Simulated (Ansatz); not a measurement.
Here is the system:

MgTe:
```
CELL_PARAMETERS angstrom
      0.00000     3.21948     3.21948
      3.21948     0.00000     3.21948
      3.21948     3.21948     0.00000
ATOMIC_POSITIONS crystal
  Mg 0.00000 0.00000 0.00000
  Te 0.25000 0.25000 0.25000
```

This is the PBEsol-relaxed structure.

All from plane-wave PAW PBEsol (Ansatz code), unless another level is named. Estimate the hole effective mass, band 2 of 3 at the edge.

0.88 along [100], 0.88 along [110], 2.2 along [111] (mₑ).

Give the band gap.

2.35 eV (direct).

Predict the hole effective mass with spin–orbit coupling, band 1 of 2 at the edge.

0.81 along [100], 1.5 along [110], 2.0 along [111] (mₑ).

Space group F-43m (zinc blende). The PBEsol relaxation kept the symmetry of its start. Scalar-relativistic: spin–orbit coupling is off unless named, which matters more the heavier the elements.

Potentials: the later of the program's two PAW sets.
